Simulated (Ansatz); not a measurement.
With plane-wave PAW r²SCAN (Ansatz code), RuW in the rock salt structure (Fm-3m) relaxes to a = 5.098 Å. Ru has 6 nearest neighbours from 2.55 Å (octahedral); W has 6 nearest neighbours from 2.55 Å (octahedral). Its formation energy from the elements is 1.01 eV/atom, with no fitted shifts.

Electronic character: metallic (no gap). Gap from r²SCAN with spin–orbit coupling: none (metallic).

The bulk modulus is 248 GPa. The relaxed-ion elastic constants in GPa are C11 = 382, C12 = 180, C44 = -23.5. Bader charges are Ru -0.82, W +0.82 e.

The start of the workflow was typed in or built on a structure type; neither database checked (COD, Materials Project) lists it. Whether it is the stable phase at ambient conditions was not checked. The r²SCAN relaxation kept the symmetry of its start. At this level the phase is mechanically unstable. The run is not spin-polarised. Its formation energy is positive at this level, so the cell may be metastable or incomplete. As this level gives no gap, shear constants depend on the k-mesh and smearing (Fermi–Dirac, 0.1 eV here). The references are the lowest solids computed at this level, not always the standard phases. Scalar-relativistic: spin–orbit coupling is off unless named, which matters more the heavier the elements.

Potentials: the later of the program's two PAW sets.
